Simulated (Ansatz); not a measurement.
According to the program Ansatz at the PBEsol level (PAW), AlNi in the rock salt structure (Fm-3m) relaxes to a = 4.800 Å. Ni has 6 nearest neighbours from 2.40 Å (octahedral); Al has 6 nearest neighbours from 2.40 Å (octahedral). Against the elements it lies at 0.004 eV/atom, with no fitted shifts.

Electronic character: metallic (no gap). The magnetic state found is non-magnetic (starting moments vanished).

An equation-of-state fit gives a bulk modulus of 1210 kbar. The relaxed-ion elastic constants in GPa are C11 = 254, C12 = 55.0, C44 = -29.4. The highest mode at Γ lies at 286 cm⁻¹.

The start of the workflow was typed in or built on a structure type; neither database checked (COD, Materials Project) lists it. It is not the phase usual at ambient conditions (space group No. 221). Symmetry was held in the PBEsol relaxation. At this level the phase is mechanically unstable. The workflow began spin-polarised and lost its moments. As this level gives no gap, shear constants depend on the k-mesh and smearing (Fermi–Dirac, 0.1 eV here). As this level gives no gap, phonon frequencies hold no LO–TO term and depend on the k-mesh and smearing (Fermi–Dirac, 0.1 eV here). The references are the lowest solids computed at this level, not always the standard phases.

Potentials: the later of the program's two PAW sets.
